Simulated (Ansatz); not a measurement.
SnO:
```
CELL_PARAMETERS angstrom
      3.76363     0.00000     0.00000
      0.00000     3.76363     0.00000
      0.00000     0.00000    31.00000
ATOMIC_POSITIONS crystal
  Sn 0.50000 0.00000 0.53784
  Sn 0.00000 0.50000 0.46216
  O  0.50000 0.50000 0.50000
  O  0.00000 0.00000 0.50000
```
Free-standing layer in the xy plane with vacuum along z and no interaction between images.

In-plane strain on the r²SCAN+D4-relaxed layer, atoms relaxed; DFT-r²SCAN+D4 in the program Ansatz with PAW potentials. Band edges on the k-mesh, from the upper vacuum level. Strained cells keep their symmetry and size, so buckling under compression is not allowed; words on stability below refer to the unstrained layer.

| strain x / y (%) | ΔE (meV/atom) | tension xx (N/m) | tension yy (N/m) | thickness (Å) | VBM (eV) | CBM (eV) |
|---|---|---|---|---|---|---|
| -4 / -4 | [?] | [?] | [?] | [?] | [?] | [?] |
| -2 / -2 | [?] | [?] | [?] | [?] | [?] | [?] |
| -1 / 0 | 0.5 | -0.47 | -0.46 | 2.36 | -5.83 | -2.37 |
| 0 / 0 | 0.0 | 0.00 | 0.00 | 2.35 | -5.81 | -2.35 |
| 1 / 0 | 0.5 | 0.44 | 0.43 | 2.33 | -5.78 | -2.33 |
| 2 / 2 | 7.5 | 1.62 | 1.62 | 2.30 | -5.70 | -2.27 |
| 4 / 4 | 28.5 | 2.94 | 2.94 | 2.25 | -5.58 | -2.45 |

Complete the blanks.


- -2 / -2, ΔE (meV/atom): 8.4
- -2 / -2, tension xx (N/m): -1.99
- -2 / -2, tension yy (N/m): -1.99
- -2 / -2, thickness (Å): 2.39
- -2 / -2, VBM (eV): -5.91
- -2 / -2, CBM (eV): -2.43
- -4 / -4, ΔE (meV/atom): 35.4
- -4 / -4, tension xx (N/m): -4.40
- -4 / -4, tension yy (N/m): -4.40
- -4 / -4, thickness (Å): 2.44
- -4 / -4, VBM (eV): -5.97
- -4 / -4, CBM (eV): -2.58

Space group P4/nmm (square). The layer was cut from a bulk entry of the Materials Project (measured or hypothetical); whether that bulk phase is the ambient one, and whether the layer has been isolated, was not checked. The cell was relaxed with r²SCAN+D4 under the symmetry of its start; its stability against distortions is not shown here. Scalar-relativistic: spin–orbit coupling is off unless named, which matters more the heavier the elements.

Potentials: the later of the program's two PAW sets.

Edges and masses are those of Kohn–Sham bands, whose gap is no quasiparticle gap.
